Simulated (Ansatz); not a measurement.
# How much do the gradients of MgMn₂V₂O₈ depend on the method?

Cell: a computed structure from the Materials Project (it need not be an observed phase), atoms as given.

```cif
data_structure
_symmetry_space_group_name_H-M 'P 1'
_symmetry_Int_Tables_number 1
_cell_length_a 6.5253
_cell_length_b 5.3188
_cell_length_c 5.3188
_cell_angle_alpha 66.453
_cell_angle_beta 90.000
_cell_angle_gamma 90.000
_cell_volume 169.23
loop_
_atom_site_label
_atom_site_type_symbol
_atom_site_fract_x
_atom_site_fract_y
_atom_site_fract_z
_atom_site_occupancy
Mg1 Mg 0.00000 0.66110 0.66110 1
Mn2 Mn 0.25765 0.00211 0.00211 1
Mn3 Mn 0.74235 0.00211 0.00211 1
V4 V 0.50000 0.64416 0.64416 1
V5 V 0.00000 0.35081 0.35081 1
O6 O 0.20658 0.23760 0.23760 1
O7 O 0.00000 0.72206 0.24538 1
O8 O 0.00000 0.24538 0.72206 1
O9 O 0.50000 0.28674 0.77544 1
O10 O 0.79342 0.23760 0.23760 1
O11 O 0.72568 0.75494 0.75494 1
O12 O 0.50000 0.77544 0.28674 1
O13 O 0.27432 0.75494 0.75494 1
```

Atom numbers follow the list; atoms alike are taken as one site, whose name carries the number of the first.

First run. Method: Kohn–Sham DFT in Ansatz, PBE, plane waves and PAW, scalar-relativistic, collinear spin, 420 eV cutoff, Γ-centred 4×5×5 k-points, Fermi–Dirac smearing 0.02 eV. Start moments as typed (μB): 0 5 -5 0 0 0 0 0 0 0 0 0 0 by atom.

```
site  atom  V_zz (10²¹ V/m²)     η  m (μB)
  Mg     1             -2.28  0.67    0.00
  Mn     2             -1.62  0.17    4.02
  V4     4             -1.84  0.78    0.00
  V5     5              4.56  0.23    0.00
  O6     6             -2.18  0.26    0.01
  O7     7              1.74  0.94    0.00
  O9     9             -3.96  0.52    0.00
 O11    11             -4.31  0.58   -0.01
```

Second run. The same atoms and settings, except that the functional is r2SCAN and the cutoff is 500 eV.

Q: What does the second run give?

A: 

| site | atom | V_zz | η | change of V_zz | m (μB) |
| --- | --- | --- | --- | --- | --- |
| Mg | 1 | -2.36 | 0.64 | -0.08 | 0.00 |
| Mn | 2 | -1.76 | 0.20 | -0.14 | 4.13 |
| V4 | 4 | -1.78 | 0.77 | +0.06 | 0.00 |
| V5 | 5 | 4.35 | 0.21 | -0.21 | 0.00 |
| O6 | 6 | -2.33 | 0.29 | -0.15 | 0.01 |
| O7 | 7 | -1.94 | 0.98 | – | 0.00 |
| O9 | 9 | -3.95 | 0.68 | +0.01 | 0.00 |
| O11 | 11 | -4.43 | 0.62 | -0.12 | -0.01 |

The largest change of V_zz along a kept axis is on V5, from 4.56 to 4.35. The whole tensor moves most on O6, by 0.41 along its most changed direction. In per cent, |V_zz| changes by +4 on Mg, +8 on Mn, -5 to -3 on V, 0 to +7 on O (all sites that start above 0.5, bar those whose gradient vanishes or changes sign or whose main axis turns by over 40°). Where |V_zz| stays above 0.1 and the axes keep their order, η moves most on O9, from 0.52 to 0.68. On O7 the largest principal value lies along another axis in the second run, so the two V_zz can't be compared directly. The absolute magnetisation of the cell goes from 9.5 to 9.6 μB.

The magnetic order is the one that the run reached from its start moments, not necessarily the measured one.
For the first run: At this cell the principal stresses reach 6 GPa in size with PBE, which can matter for small gradients. The largest force is 0.5 eV/Å, so the atoms aren't at the calculated equilibrium and relaxing them would move these values.
For the second run: At this cell the r2SCAN pressure is -9 GPa, so with r2SCAN the cell would shrink if it were relaxed. The entry's cell may itself be off. The largest force is 1.1 eV/Å, so the atoms aren't at the calculated equilibrium and relaxing them would move these values. The program didn't check the stability of this electronic state in full, so a lower one may lie near.
